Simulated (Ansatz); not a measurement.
## Nb3Sb, a database entry at a rescaled volume

```
Sb Nb
1.0
     5.25415    0.00000    0.00000
     0.00000    5.25415    0.00000
     0.00000    0.00000    5.25415
Sb Nb
2 6
Direct
  0.00000 0.00000 0.00000
  0.50000 0.50000 0.50000
  0.25000 0.00000 0.50000
  0.50000 0.75000 0.00000
  0.75000 0.00000 0.50000
  0.50000 0.25000 0.00000
  0.00000 0.50000 0.75000
  0.00000 0.50000 0.25000
```

Method: r2SCAN, no spin polarisation; PAW, plane waves to 500 eV, 7×7×7 Γ-centred mesh, fermi-dirac occupations (width 0.1 eV) (Ansatz 0.2.0), atoms fixed.

Task: What do density and ELF say about some of the short contacts?

Result: Nb–Nb at 2.63 Å: least valence density 0.46 e/Å³ and ELF 0.32 there. Sb–Nb at 2.94 Å: least valence density 0.25 e/Å³ and ELF 0.20 there. These are pseudo-fields; inside the PAW spheres they differ from the all-electron ones.

Task: Is there a gap?

Result: It is a metal, with about 3.3 states/eV a cell as the mean within 0.25 eV of the Fermi level, mostly Nb d (90 %).

Task: How is the charge shared?

Result: Bader charges in e: Nb +0.38, Sb -1.14. In the mean Nb gives up most and Sb takes most.

Task: Is it stable against the elements?

Result: -0.36 eV an atom against the elements' usual phases (free molecules for gases, crystals otherwise, with no correction for O₂ or N₂), so it is bound against them; other compounds may still compete. Relaxing would lower it.

Task: Is the cell too large or too small?

Result: The pressure is 2.9 GPa (compression positive), so with the atoms held at these fractions the cell would first expand.

Origin: a database entry at a rescaled volume.
